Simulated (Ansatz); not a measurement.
# AlGaSb2, first-principles data

AlGaSb2:
```
AlGaSb2
1.0
    2.16940     1.25251     7.08265
   -2.16940     1.25251     7.08265
    0.00000    -2.50501     7.08265
Al Ga Sb
1 1 2
Direct
  0.99985   0.99985   0.99985
  0.50006   0.50006   0.50006
  0.12540   0.12540   0.12540
  0.62471   0.62471   0.62471
```

Space group R3m (No. 160); conventional cell a = b = 4.3388 Å, c = 21.2479 Å, α = β = 90.00°, γ = 120.00°.

Method: PBEsol in the plane-wave PAW code Ansatz. Geometry: relaxed at this level of theory. Other levels are named where they apply.

Cell and energy:

```yaml
volume_per_atom: 28.87 Å³
density: 4.89 g/cm³
Formation energy from the elements (no fitted shifts): -0.12 eV/atom
```

Electronic structure:

```yaml
band_gap: 0.29 eV (direct)
valence_band_maximum: at Γ
conduction_band_minimum: at Γ
electron_effective_mass: 0.027, 0.027, 0.038 mₑ (principal values)
Weight of the conduction-edge state by species (Voronoi cells): Sb 45 %, Ga 44 %, Al 11 %
Hole effective mass, band 1 of 2 at the edge: 0.43 along x, 0.75 along z (mₑ)
Hole effective mass, band 2 of 2 at the edge: 0.057 along x, 0.75 along z (mₑ)
Weight of the valence-edge state by species (Voronoi cells): Sb 69 %, Ga 17 %, Al 13 %
HSE06 gap on the PBEsol cell: 1.04 eV
Gap with spin–orbit coupling: 0.09 eV
```

Mechanics:

```yaml
Bulk modulus (Birch–Murnaghan fit): 52.5 GPa
Pressure derivative B′: 4.7
Elastic constants (relaxed ions, GPa): C11 = 98.0, C12 = 32.8, C13 = 27.3, C14 = -7.9, C33 = 104, C44 = 26.5
mechanical_stability: stable (all eigenvalues of C positive)
hill_bulk_and_shear_moduli: 52.7 and 30.1 GPa
Young's modulus: 75.8 GPa
Poisson's ratio: 0.26
debye_temperature_from_the_elastic_constants: 267 K
```

Dielectric response:

```yaml
Electronic dielectric constant ε∞ (DFPT): 15.7 (xx = yy), 15.1 (zz)
Born charges (a third of the trace): Al +1.72, Ga +1.87, Sb -1.83 to -1.76 e
```

Phonons:

```yaml
Highest zone-centre frequency (without LO–TO term): 316 cm⁻¹
zone_centre_stability: no imaginary mode at Γ
```

The workflow started from a Materials Project entry (that database holds measured and hypothetical structures alike); the Crystallography Open Database copy checked does not list it. With Al and Ga taken as one species the cell has the higher symmetry F-43m, so it may be an ordered model of a mixed-site phase. Whether it is the stable phase at ambient conditions was not checked. The PBEsol relaxation kept the symmetry of its start. The references are the lowest solids computed at this level, not always the standard phases. Spin–orbit coupling is left out wherever it is not named.

Potentials: the later of the program's two PAW sets.
